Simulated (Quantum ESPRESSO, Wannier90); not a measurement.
## Wannier functions of InP (wurtzite)

```
begin unit_cell_cart
ang
    4.1681099369    0.0000000000    0.0000000000
   -2.0840549684    3.6096890911    0.0000000000
    0.0000000000    0.0000000000    6.8399900000
end unit_cell_cart
begin atoms_frac
In  -0.3333333333  0.3333333333 -0.4998000000
In   0.3333333333 -0.3333333333  0.0002000000
P   -0.3333333333  0.3333333333 -0.1252000000
P    0.3333333333 -0.3333333333  0.3748000000
end atoms_frac
```

Structure: Materials Project mp-966800, symmetrised, not relaxed again. Not found in the COD (Crystallography Open Database) copy used, which has the formula in other groups; not checked further. Method: PBEsol plane waves in Quantum ESPRESSO 7.5 (PseudoDojo norm-conserving files, 56 Ry, no spin polarisation, no spin-orbit coupling), Bloch states on a 12×12×6 mesh through Γ, Wannier90 4.0.1. Density: 12×12×6 mesh, Gaussian smearing 0.01 Ry. Spin-orbit coupling is left out although heavy elements are present.

Bands 13-18 form an isolated set from -5.85 to 0.00 eV relative to the valence-band maximum (on the path) and are turned into 6 Wannier functions by minimising the spread from the start: atomic waves P 3p.

**Question.** Where do the functions sit, how wide are they and what are they made of?

**Answer.** 
| functions | spread (Å²) | nearest atom, distance (Å) | second atom, distance (Å) | weight on atomic waves |
|---|---|---|---|---|
| 6 | 3.78 | P 0.39 | In 2.23 | P 3p 61 %, In 5p 20 %, In 5s 13 % |

Ω_I = 21.61 Å², Ω_total = 22.66 Å²; the interpolated bands follow pw.x to 5.9 meV rms on the path. Only this start was tried; a symmetric start can stop on a saddle, and mixtures of these functions could lower the total by at most Ω_total − Ω_I.
